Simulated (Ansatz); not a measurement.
Method: PBEsol, no spin polarisation; PAW, plane waves to 420 eV, 8×8×4 Γ-centred mesh, fermi-dirac occupations (width 0.1 eV) (Ansatz 0.2.0), atoms fixed.

Computed maps in the lattice plane spanned by a (left to right, 4.42 Å, 13 points from zero) and b (bottom to top, 4.42 Å, 13 points from zero), 90° apart, at height 0.163 along c. The fields are smooth PAW ones with compensation charges, not the true ones near nuclei.

Valence density. Digits on a logarithmic scale: 0 up to 0.03 e/Å³, each further digit a factor of 1.6, 9 from 1.3 e/Å³ up:
```
4446899998644
4455799997554
6655667766556
9876555555678
9996555555699
9997554455799
9997554455799
9996555555699
9876555555678
6655667766556
4455799997554
4446899998644
4446999999644
```

Q: The cell is CsRe$_{4}$Sb$_{3}$. Which atoms lie within 0.2 Å of this plane, and where (fractions of a and b)?

A: Re at (0.00, 0.50), Re at (0.50, 0.00). The whole cell:
```
Cs Re Sb
1.0
     4.41688    0.00000    0.00000
     0.00000    4.41688    0.00000
     0.00000    0.00000   10.59012
Cs Re Sb
1 4 3
Cartesian
  0.0000 0.0000 5.2951
  0.0000 2.2084 1.7286
  2.2084 0.0000 1.7286
  0.0000 2.2084 8.8615
  2.2084 0.0000 8.8615
  2.2084 2.2084 3.1929
  2.2084 2.2084 7.3972
  0.0000 0.0000 0.0000
```

Origin: a known structure type with other elements, at an estimated volume, so it need not be a known compound. Caveats: many states at the Fermi level without spin polarisation, so a magnetic state may lie lower; atoms or cell far from equilibrium.
